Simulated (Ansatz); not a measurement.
Run on SnPt3: DFT, PBEsol, all-electron PAW with datasets made for the crystal, scalar-relativistic (Ansatz 0.2.0).

The cell comes from a relaxation on PAW files under the same functional, begun from a database entry that needn't be the ground state.

Command: `ansatz run input.yaml --threads 1 --pin off --max-ram 3072MiB --backend cpu --events-out ev --progress --plain --runs-dir out` It took 10 s on 1 thread of Intel(R) Xeon(R) 6975P-C (Granite Rapids), on a shared host, peak memory 0.75 GiB.

```yaml
crystal:
  lattice:
    - [4.0066311527, 0.0, 0.0]
    - [0.0, 4.0066311527, 0.0]
    - [0.0, 0.0, 4.0066311527]
  atoms:
    - { symbol: Sn, position: [0.0, 0.0, 0.0] }
    - { symbol: Pt, position: [0.0, 0.5, 0.5] }
    - { symbol: Pt, position: [0.5, 0.0, 0.5] }
    - { symbol: Pt, position: [0.5, 0.5, 0.0] }
kpoints:
  mp_grid: { grid: [9, 9, 9] }
scf:
  occupations: { method: fermi_dirac, width: 0.05 }
hamiltonian:
  xc: pbesol
  pseudopotentials: { kind: all_electron, datasets: crystal }
output:
  forces: true
  stress: true
  eigenvalues: true
  efg: { contact_densities: true }
```

Output:

```
hamiltonian.pseudopotentials.datasets: crystal makes datasets for this crystal and solves the spheres of its atoms anew in each pass: cutoff 260.0 eV, the density's 1040.0 eV; for an error of 0.50 meV an atom under PBE, 2.0 meV for the cell; an energy difference from a run of another recipe may be off by several times the error for the cell, under r2SCAN by more, where some 0.1 meV an atom stays at smaller errors; Sn in spheres of 1.376 Å, 14 of its electrons in bands; Pt in spheres of 1.376 Å, 10 of its electrons in bands, 8 on its site; only band paths and densities of states list, in semicore columns, the levels of the semicore shells that are solved separately: 5s of Pt, 5p of Pt
band count auto-derived: 28 (N_el = 44.0; filled up to band 22; 27 by the electrons, moments and atoms)
Sn, Pt: output.efg is read without spin–orbit coupling, which moves field gradients at and beside such atoms by some per cent and up to a factor of two; PAW files take it under magnetization.noncollinear and magnetization.spin_orbit
Engine: ansatz 0.2.0
Pseudopotentials: kind: all_electron
Pseudopotential: Sn, paw, valence charge 14, recommended cutoff 260 eV (normal), crystal/all_electron/pbesol/scalar/gaussian/Sn, Koelling and Harmon's equation, gaussian nucleus
Pseudopotential: Pt, paw, valence charge 18, recommended cutoff 260 eV (normal), crystal/all_electron/pbesol/scalar/gaussian/Pt, Koelling and Harmon's equation, gaussian nucleus
Functional definition: PBEsol
  exchange = pbesol_x
  correlation = pbesol_c
Crystal: 4 atoms, lattice volume = 64.319 Å³
Basis set: ecut = 260 eV, 619 PW (Γ), exchange–correlation on 48×48×48 points (8 copies of the dense FFT grid, shifted against one another)
Bands: 28, of which v1, the nominal top of the filled ones, is band 22 counted from 1 (21 counted from 0)
Symmetry: 48 space group operations
Space group: Pm-3m (ITA 221), of the structure as read, at distance tolerance 4.0e-5 Å
k-points: 35 of 729
Non-local potential: Sn, projectors of the file, l = 0: 1, l = 1: 1, l = 2: 2
Non-local potential: Pt, projectors of the file, l = 0: 1, l = 1: 1, l = 2: 2
PAW form: soft (Blöchl's): semilocal exchange-correlation on the pseudo side does not see the compensation charge
PAW one-centre angular grid: Sn, 590 points (default); XC on its mesh's 1863 points in the sphere
PAW one-centre angular grid: Pt, 590 points (default); XC on its mesh's 1817 points in the sphere
Initial density: superposition of atomic densities (neutral atoms: chi_scale 0, normalization atom)
Initial wavefunctions: pseudopotential atomic-orbital guess
Functional: x = pbesol(κ = 0.804, μ = 0.12345679012345678), c = pbesol(β = 0.046)
iter 1 solved again at ethr=1.05e-2 eV; its pass at ethr=1.00e-1 eV (dr2=4.63e0 eV) is discarded
SCF iter   1: F=—  HF=-1670472.181514 eV  |F-HF|=—  |Δ(HF+E_count)|=         —  Δρ=8.70e-2  dr2=4.91e0  ethr=1.05e-2  ⟨swp⟩=2.6  Hψ=5011  notcnv=0
preconditioner: auto → Kerker (q_TF=auto, 2.561 Å⁻¹)  [metal: Δε(μ)=0.046 eV  Ē_g=11.841 eV  σ=0.050 eV  W_gap=0.22  n_scr=18 (ndim 8)  ℏωp=30.7 eV  f_vac=0.000  D(μ)=1.89/eV (n_scr^D=18)]
SCF iter   2: F=—  HF=-1670471.511944 eV  |F-HF|=—  |Δ(HF+E_count)|=   6.70e-1  Δρ=4.78e-2  dr2=1.50e0  ethr=1.05e-2  ⟨swp⟩=2.0  Hψ=1960  notcnv=0
iter 3 solved again at ethr=2.93e-4 eV; its pass at ethr=3.41e-3 eV (dr2=1.29e-1 eV) is discarded
SCF iter   3: F=—  HF=-1670470.987195 eV  |F-HF|=—  |Δ(HF+E_count)|=   5.25e-1  Δρ=1.29e-2  dr2=1.32e-1  ethr=2.93e-4  ⟨swp⟩=2.2  Hψ=4731  notcnv=0  defer=2
SCF iter   4: F=—  HF=-1670471.057809 eV  |F-HF|=—  |Δ(HF+E_count)|=   7.06e-2  Δρ=3.97e-3  dr2=1.77e-2  ethr=2.93e-4  ⟨swp⟩=3.3  Hψ=2243  notcnv=0
SCF iter   5: F=—  HF=-1670471.058087 eV  |F-HF|=—  |Δ(HF+E_count)|=   2.78e-4  Δρ=1.03e-3  dr2=1.25e-3  ethr=4.02e-5  ⟨swp⟩=3.1  Hψ=2011  notcnv=0
SCF iter   6: F=—  HF=-1670471.057571 eV  |F-HF|=—  |Δ(HF+E_count)|=   5.16e-4  Δρ=4.30e-4  dr2=2.39e-4  ethr=2.84e-6  ⟨swp⟩=2.3  Hψ=2145  notcnv=0
SCF iter   7: F=—  HF=-1670471.057481 eV  |F-HF|=—  |Δ(HF+E_count)|=   8.99e-5  Δρ=1.91e-4  dr2=2.26e-5  ethr=5.44e-7  ⟨swp⟩=3.0  Hψ=2174  notcnv=0
SCF iter   8: F=—  HF=-1670471.057473 eV  |F-HF|=—  |Δ(HF+E_count)|=   7.91e-6  Δρ=3.51e-5  dr2=5.45e-7  ethr=5.14e-8  ⟨swp⟩=2.6  Hψ=1800  notcnv=0
SCF iter   9: F=—  HF=-1670471.057473 eV  |F-HF|=—  |Δ(HF+E_count)|=   1.33e-7  Δρ=1.76e-5  dr2=2.32e-7  ethr=1.24e-9  ⟨swp⟩=3.0  Hψ=2365  notcnv=0
SCF iter  10: F=-1670471.057473 eV  HF=-1670471.057473 eV  |F-HF|=1.82e-8  |Δ(HF+E_count)|=   1.75e-8  Δρ=6.06e-6  dr2=2.87e-8  ethr=5.28e-10  ⟨swp⟩=2.0  Hψ=1765  notcnv=0
SCF 1 converged in 10 iterations: F = -1670471.057508 eV  dr2 = 2.87e-8
  Residual-converged pass: ⟨swp⟩=3.0  Hψ=2212  notcnv=0  max |occ|·‖R‖ = 6.6e-6 eV (tolerance 6.7e-6 eV)  dr2=2.74e-8  dr2_onsite=1.36e-8  max |Δocc| = 1.2e-10
  greatest PAW one-centre occupation: 0.991 electrons in one spin orbital (limit 2), on the Sn atom at site 0 (counted from 0), in its partial waves of l = 2
SCF converged after 10 iterations
Free energy (F): -1670471.057508 eV
Harris-Foulkes:  -1670471.057508 eV  (|F-HF|=1.82e-8)
Internal energy: -1670471.047879 eV  (E = F + TS)
E sigma→0 (E₀):  -1670471.052693 eV
Entropy (-TS):   -0.009629 eV (-2.407 meV/atom)
Past the cutoff: the bands carry plane waves up to 1.75 times it, of which those up to 1.5 times it add -0.000467 eV an atom, each by itself; the spheres take 0.000515 eV an atom off the energy for waves past 1.75 times it
By the cutoff:   a pressure is off by up to 0.011 GPa (1.2 times the spheres' own share and the shells' term, over an atom's volume, and 0.004 GPa: a bound that held against runs at twice the plane waves)
Past the cutoffs: a stress includes 0.0026 GPa for waves and charges beyond them, in addition to the slope of what the spheres take
In the spheres:  the bands' charges fall short by 1.1e-6 e at most (sound up to 1e-3), those of shells solved beside the bands by 5.0e-7 e (sound up to 5e-4)
Fermi energy:    26.547197 eV
--- Per-component energies (eV) ---
  E_band       = 811.811578
  E_kinetic    = 607.313186
  E_local      = -3992.433565  (includes V_loc(G=0)·N_el)
  E_nonlocal   = 799.104776
  E_hartree    = 2221.963473
  E_xc         = -303.309563
  E_vxc        = -355.775652  (∫ρ·V_xc dr)
  E_paw        = -1680564.307811  (= ΣΔE_a)
  E_vpaw       = -21023.709951  (= ΣTr[D̂ρ^β])
  E_ewald      = -9572.778451
  E_smearing   = -0.009629  (= −TS)
  E_closure    = 20333.400077  (closes the sum)
  Σ components = -1670471.057508   (vs F -1670471.057508, Δ=0.00e0)
  The terms above E_closure are by the made datasets' own strengths, without shells solved beside the bands.
--- Forces (eV/Å), atoms counted from 1 ---
  atom   1  Sn     0.00000000     0.00000000    -0.00000000
  atom   2  Pt     0.00000000     0.00000000     0.00000000
  atom   3  Pt     0.00000000    -0.00000000     0.00000000
  atom   4  Pt     0.00000000    -0.00000000    -0.00000000
  max |Σ_I F_I| component: 5.02e-29 eV/Å
--- Stress (GPa, compression-positive) ---
       -0.059125       0.000000       0.000000
        0.000000      -0.059125       0.000000
        0.000000       0.000000      -0.059125
  P = ⅓ Tr σ = -0.0591 GPa (-0.591 kbar)
  It holds what live shells' own plane waves past their cutoff add
--- PAW observables at the nuclei: V_zz in 10²¹ V/m², potentials from the cell's mean, atoms counted from 1 ---
  atom   1  Sn V_zz =    -0.000000   η = 0.0000   by run symmetry: forbidden
            electrostatic potential = -8184.825986 V   contact ρ = 1234437.805730 e/Å³
  atom   2  Pt V_zz =   -16.309581   η = -0.0000   by run symmetry: allowed
            electrostatic potential = -16124.072140 V   contact ρ = 12062125.334367 e/Å³
  atom   3  Pt V_zz =   -16.309581   η = 0.0000   by run symmetry: allowed
            electrostatic potential = -16124.072139 V   contact ρ = 12062125.334330 e/Å³
  atom   4  Pt V_zz =   -16.309581   η = 0.0000   by run symmetry: allowed
            electrostatic potential = -16124.072140 V   contact ρ = 12062125.334358 e/Å³
--- Band table (eV; the first three rows and the last of 35) ---
  k-point 0: bands = ["4.6197", "4.6197", "4.6350", "4.6350", "4.6350", "14.5000", "19.3716", "20.7772", "20.7772", "20.8682", "20.8682", "20.8682", "23.9094", "23.9094", "23.9094", "25.2398", "25.2398", "25.2398", "25.2930", "25.2930", "26.1298", "26.6673", "26.6673", "26.6673", "29.4378"]
  k-point 1: bands = ["4.6217", "4.6248", "4.6353", "4.6368", "4.6368", "14.6392", "19.4596", "20.6640", "20.8980", "20.9020", "20.9087", "20.9087", "23.6011", "23.6011", "23.8443", "24.5637", "25.2856", "25.3033", "25.3210", "25.3210", "25.9951", "26.6677", "26.8988", "26.8988", "29.7347"]
  k-point 2: bands = ["4.6265", "4.6361", "4.6378", "4.6414", "4.6414", "15.0476", "19.6115", "20.3329", "20.9940", "21.0089", "21.0089", "21.2462", "23.1501", "23.1501", "23.6744", "23.6854", "24.9594", "25.0454", "25.0454", "25.2214", "25.6469", "26.6687", "27.7440", "27.7440", "29.4522"]
  k-point 34: bands = ["4.6205", "4.6205", "4.6207", "4.6800", "4.6800", "16.9393", "20.0179", "20.2195", "20.2195", "22.4739", "22.4739", "22.5468", "22.6414", "22.8246", "22.8246", "24.0166", "24.0166", "24.0620", "24.5376", "24.5376", "25.5443", "26.2220", "26.2600", "26.2600", "27.6599"]
```

Spin–orbit coupling is left out, which matters for the heavy atoms.
